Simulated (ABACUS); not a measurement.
Set-up for a self-consistent single point of SrTiO₃ (Pm-3m, 5 atoms in the cell; from Materials Project mp-5229, changed as shown).

```yaml
crystal:
  lattice:
    - [4.06279, 0.00000, 0.00000]
    - [0.00000, 4.06279, 0.00000]
    - [0.00000, 0.00000, 4.06279]
  atoms:
    - { symbol: Sr, position: [0.00000, 0.00000, 0.00000] }
    - { symbol: Ti, position: [0.50000, 0.50000, 0.50000] }
    - { symbol: O, position: [0.50000, 0.00000, 0.50000] }
    - { symbol: O, position: [0.00000, 0.50000, 0.50000] }
    - { symbol: O, position: [0.50000, 0.50000, 0.00000] }
```

All values come from this method and carry its errors: PBE, PseudoDojo 0.5 standard norm-conserving PBE (tails mended) pseudopotentials (plane waves; ABACUS).

ABACUS settings:

KPT: Gamma 8 8 8 0 0 0
basis_type: pw
ecutwfc: 84 Ry
smearing_method: fd
smearing_sigma: 0.00367493 Ry
potentials: PseudoDojo 0.5 standard norm-conserving PBE (tails mended)
symmetry: 1
symmetry_prec: 1e-05
ks_solver: cg
scf_nmax: 100
scf_thr: 1.0e-09 Ry
mixing_type: broyden
mixing_beta: 0.4

### Question
Estimate, at this level of theory: gap on the k-point mesh and pressure.

### Answer
The run gave:

* **Gap on the k-point mesh**: 1.67 eV
* **Pressure**: -13.42 GPa

The gap is read on the k-point mesh of the run and can differ from the gap over the whole zone at this level.

For comparison: a first run was changed to give this one (lattice scaled by 1.02), and from it to this one the free energy goes up by 47.6 meV/atom, the pressure goes from -5.96 to -13.42 GPa and the gap on the mesh goes from 1.791 to 1.670 eV.

The structure comes from a collection of computed structures, made at another level of theory; the collection holds predicted forms beside known ones. Its lattice was then scaled.

Cost on one core: around 5 core-minutes (rough).

“Tails mended”: in these copies of the files the far tail of each local potential was reset to the Coulomb form.
